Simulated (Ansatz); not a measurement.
Polymorphs of Co2Si, each relaxed with plane-wave PAW PBEsol (Ansatz code):

A: P4/nmm
a = 3.4061 Å, b = 3.4061 Å, c = 5.6963 Å, α = 90.00°, β = 90.00°, γ = 90.00°

```csv
atom,site,symmetry,x,y,z
Co,2a,-4m2,0.0000,0.0000,0.0000
Co,2c,4mm,0.5000,0.0000,0.3431
Si,2c,4mm,0.0000,0.5000,0.2667
```

B: Pnma
a = 4.8068 Å, b = 3.6718 Å, c = 6.9700 Å, α = 90.00°, β = 90.00°, γ = 90.00°

```json
[
 {"atom": "Co", "site": "4c", "symmetry": ".m.", "x": "0.1733", "y": "0.2500", "z": "0.4350"},
 {"atom": "Co", "site": "4c", "symmetry": ".m.", "x": "0.0379", "y": "0.2500", "z": "0.7810"},
 {"atom": "Si", "site": "4c", "symmetry": ".m.", "x": "0.1995", "y": "0.2500", "z": "0.1050"}
]
```

Problem. Put the candidates in order of energy per atom at 0 K, lowest first, for PBEsol.

Solution. B (+0 meV/atom), A (+176 meV/atom)

Spin orders computed, not proven ground states: A ferromagnetic; B ferromagnetic. Constructed cells (a structure type filled with these elements, in neither database checked): A. All cells were relaxed under the symmetry of their starts (and spin orders); stability against distortions was not tested throughout.

Energies hold the estimated change up to a 700 eV cutoff; steps of a few meV lie near the error of the meshes.

Potentials: the earlier of the program's two PAW sets. The files were generated under PBE; for other functionals the program regenerates the frozen cores, and for LDA and PBEsol the local potential too.
